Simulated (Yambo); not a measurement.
A G0W0@PBEsol run in Yambo for K2RhAgF6 (space group Fm-3m, No. 225) (2×2×2 Γ-centred k mesh, bands 9 to 328 and a 8 Ry block in the screening, 328 bands in G with the Bruneval-Gonze terminator, plasmon pole fitted at 27.2 eV) gives these matrix elements, in eV, at the band edges (X → X):

```tsv
state	E0	<Vxc>	<Σx>	<Σc(E0)>	Z
valence edge	0.000	-23.087	-29.481	5.224	0.760
conduction edge	1.136	-20.281	-14.631	-3.897	0.790
```

Question: Solve the linearised quasiparticle equation for both states, give the gap, and say how exchange and correlation each act on it.

Answer: E = E0 + Z(Σx + Σc − Vxc). Valence: 0.000 + 0.760 × (-29.481 + (5.224) − (-23.087)) = -0.89 eV. Conduction: 1.136 + 0.790 × (-14.631 + (-3.897) − (-20.281)) = 2.52 eV. The gap is 3.41 eV, against 1.14 eV in PBEsol. Replacing Vxc by bare exchange alone would open it by 12.04 eV; correlation takes back 9.12 eV of that, and Z scales what is left. Convergence of the G0W0 settings was not tested. The k mesh is coarse. Spin-orbit splittings are left out.

Geometry of the Materials Project entry, not relaxed at this level; primitive cell a = b = c = 6.1909 Å, α = β = γ = 60.00°.

The structure is a Materials Project entry; no match was found in the copy of COD used, and its stability was not checked.
